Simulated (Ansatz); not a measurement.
One crystal and one scan (frozen-phonon scan) at two levels, PBE (plane waves to 420 eV, PAW, scalar-relativistic; Ansatz, an electronic-structure program) and r2SCAN (plane waves to 500 eV, PAW, scalar-relativistic; Ansatz), each from its own relaxed cell and on its own mesh. The cell shown is that of PBE.

Relaxed Au (fcc, Cu type):

```
Au
1.0
    0.00000     4.15718     4.15718
    2.07859     2.07859     4.15718
    2.07859     2.07859     0.00000
Au
2
Direct
  0.00000   0.00000   0.00000
  0.50000   0.00000   0.00000
```

A phonon eigenvector at X = (0.5, 0.5, 0.0) is frozen into this cell: atom i moves by Q times the vector below, so Q is the largest atomic displacement, in Å. The cell is held. (q is in reciprocal vectors of the primitive cell; the cell shown is doubled to hold the pattern.)

| atom | x | y | z |
|---|---|---|---|
| Au1 | 0.000 | 0.000 | -1.000 |
| Au2 | 0.000 | 0.000 | 1.000 |

Au was relaxed with its symmetry unable to fall. Spin-orbit coupling is left out, though Au is heavy. With partly filled bands, energies and forces of such displacements shift with the k mesh and the smearing. Percentages come from the unrounded values. Both scans cover Q from -0.100 to 0.100 Å.

Results of PBE:

Lattice constant a (Å): 4.157
Energy at Q = 0.100 Å (meV/cell): 133
Harmonic wavenumber from the curvature (finite differences) (cm⁻¹ (negative: imaginary)): 134
Space group of the distorted cell: P4/nmm (No. 129), lowered from Fm-3m
Symmetry of the curve: even: the same for both signs
Shape of the curve: a single well with its minimum at or next to zero displacement

What does r2SCAN give for the same quantities?


| quantity | r2SCAN | PBE − r2SCAN |
|---|---|---|
| Lattice constant a (Å) | 4.124 | +0.033 (+0.8 %) |
| Energy at Q = 0.100 Å (meV/cell) | 141 | -8 (-6 %) |
| Harmonic wavenumber from the curvature (finite differences) (cm⁻¹ (negative: imaginary)) | 138 | -4 (-3 %) |

PBE gives the higher value for: lattice constant a. PBE gives the lower value for: energy at Q = 0.100 Å; harmonic wavenumber from the curvature. Both give the same space group of the distorted cell: P4/nmm (No. 129), lowered from Fm-3m. Neither level is exact: the differences show how much the result hangs on the functional.

(A displaced cell: forces are minus the slopes of the energy, force constants its curvatures, and phonons follow from these.)
